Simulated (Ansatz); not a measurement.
CaIn$_{4}$Ir in space group Pmma (No. 51; Pearson symbol oP12), DFT-PBE in the program Ansatz with PAW potentials, all energies at zero smearing, with the estimated change up to a 700 eV cutoff added, with one set of potentials and settings (totals compare only within such a set). Cell of 12 atoms (2 Ca, 8 In, 2 Ir): -72291.196 eV.

| element | reference phase | E (eV/atom) |
|---|---|---|
| Ca | Fm-3m, 1 atoms in the cell | -1816.8597 |
| In | I4/mmm, 1 atoms in the cell | -5597.8481 |
| Ir | Fm-3m, 1 atoms in the cell | -11935.3137 |

Formation energy per atom, worked out: (-72291.196 − 2×(-1816.8597) − 8×(-5597.8481) − 2×(-11935.3137))/12 = -0.339 eV/atom (-33 kJ per mol of atoms), at 0 K, without zero-point energy or fitted corrections.

The first step of the workflow began from a Materials Project structure, measured or hypothetical; the Crystallography Open Database copy checked does not list it. Its standing as an ambient phase is unchecked. Symmetry was held in the PBE relaxation; its stability against distortions is not shown here. The run is not spin-polarised. The references are the lowest solids computed at this level, not always the standard phases. Spin–orbit coupling is left out wherever it is not named.

Potentials: the later of the program's two PAW sets.
